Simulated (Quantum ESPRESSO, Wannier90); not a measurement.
Tight-binding from DFT: TlI (CsCl type)

```xyz
2
Lattice="4.2382 0.0000 0.0000 0.0000 4.2382 0.0000 0.0000 0.0000 4.2382" Properties=species:S:1:pos:R:3 pbc="T T T"
Tl     0.0000     0.0000     0.0000
I      2.1191     2.1191     2.1191
```

Cell from Materials Project (mp-23197), symmetrised, no further relaxation. COD (Crystallography Open Database) has the formula in 2 space groups, this one among them (matched by group alone). Computed values, not measurements, from PBEsol: Quantum ESPRESSO (norm-conserving PseudoDojo potentials, cutoff 56 Ry, spinors with spin-orbit coupling) on a Γ-centred 6×6×6 mesh, then Wannier90. Density: 8×8×8 mesh, Gaussian smearing 0.01 Ry.

A tight-binding model is made by disentanglement and projection with no localisation steps (num_iter = 0), so the 14 orbitals stay atom-like: hydrogen-like Tl: s;p; I: p, axes along x, y, z; frozen window up to 2.29 eV relative to the valence-band maximum. It follows pw.x to 9.0 meV rms for states up to 1.8 eV relative to the valence-band maximum. Matrix elements depend on this choice of orbitals and windows.

The 30 largest hoppings ⟨m,0|H|n,R⟩ between different sites (one of each Hermitian pair; signs follow the real orbitals' lobes; the list may end inside a set of equal values):

```tsv
m	n	R	distance of the centres (Å)	t (eV)	Im t (eV)
Tl1 pz↑	Tl1 pz↑	0 0 1	4.24	0.719	0.000
Tl1 pz↓	Tl1 pz↓	0 0 1	4.24	0.719	0.000
Tl1 py↑	Tl1 py↑	0 1 0	4.24	0.719	0.000
Tl1 py↓	Tl1 py↓	0 1 0	4.24	0.719	0.000
Tl1 px↑	Tl1 px↑	1 0 0	4.24	0.719	0.000
Tl1 px↓	Tl1 px↓	1 0 0	4.24	0.719	0.000
I2 pz↑	Tl1 px↑	0 0 0	3.67	0.405	0.017
I2 pz↑	Tl1 py↑	0 0 0	3.67	0.405	-0.017
I2 pz↓	Tl1 px↓	0 0 0	3.67	0.405	-0.017
I2 pz↓	Tl1 py↓	0 0 0	3.67	0.405	0.017
I2 pz↑	Tl1 px↑	0 0 1	3.67	-0.405	-0.017
I2 pz↑	Tl1 py↑	0 0 1	3.67	-0.405	0.017
I2 pz↓	Tl1 px↓	0 0 1	3.67	-0.405	0.017
I2 pz↓	Tl1 py↓	0 0 1	3.67	-0.405	-0.017
I2 pz↑	Tl1 px↑	0 1 0	3.67	0.405	-0.017
I2 pz↑	Tl1 py↑	0 1 0	3.67	-0.405	-0.017
I2 pz↓	Tl1 px↓	0 1 0	3.67	0.405	0.017
I2 pz↓	Tl1 py↓	0 1 0	3.67	-0.405	0.017
I2 pz↑	Tl1 px↑	0 1 1	3.67	-0.405	0.017
I2 pz↑	Tl1 py↑	0 1 1	3.67	0.405	0.017
I2 pz↓	Tl1 px↓	0 1 1	3.67	-0.405	-0.017
I2 pz↓	Tl1 py↓	0 1 1	3.67	0.405	-0.017
I2 pz↑	Tl1 px↑	1 0 0	3.67	-0.405	0.017
I2 pz↑	Tl1 py↑	1 0 0	3.67	0.405	0.017
I2 pz↓	Tl1 px↓	1 0 0	3.67	-0.405	-0.017
I2 pz↓	Tl1 py↓	1 0 0	3.67	0.405	-0.017
I2 pz↑	Tl1 px↑	1 0 1	3.67	0.405	-0.017
I2 pz↑	Tl1 py↑	1 0 1	3.67	-0.405	-0.017
I2 pz↓	Tl1 px↓	1 0 1	3.67	0.405	0.017
I2 pz↓	Tl1 py↓	1 0 1	3.67	-0.405	0.017
```
